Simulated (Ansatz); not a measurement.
Values for one crystal, relaxed and computed with the program Ansatz at the r²SCAN level (PAW); other levels are named.

Volume per atom: 17.59 Å³
Electronic character: metallic (no gap)
Density of states at the Fermi level: 0.41 states/eV per atom (mean over ±0.08 eV)
Formation energy from the elements (no fitted shifts): -0.76 eV/atom

Task: Which compound is it?
A) In2Ni3S2, R-3m (In on 3b, In on 3a, Ni on 9d, S on 6c)
B) YNiGe2, Cmcm (Y on 4c, Ni on 4c, Ge on 4c, Ge on 4c)
C) LaGePt, I4_1md (La on 4a, Ge on 4a, Pt on 4a)
D) LaTiGe, P4/nmm (La on 2c, Ti on 2a, Ge on 2c)

Result: B, YNiGe2, Cmcm (Y on 4c, Ni on 4c, Ge on 4c, Ge on 4c)

The workflow started from a Materials Project entry (that database holds measured and hypothetical structures alike); the Crystallography Open Database copy checked does not list it. Its standing as an ambient phase is unchecked. The cell was relaxed with r²SCAN under the symmetry of its start; whether a distortion lowers the energy is not shown. No spin polarisation was allowed. The references are the lowest solids computed at this level, not always the standard phases. Scalar-relativistic: spin–orbit coupling is off unless named, which matters more the heavier the elements.

Potentials: the later of the program's two PAW sets.
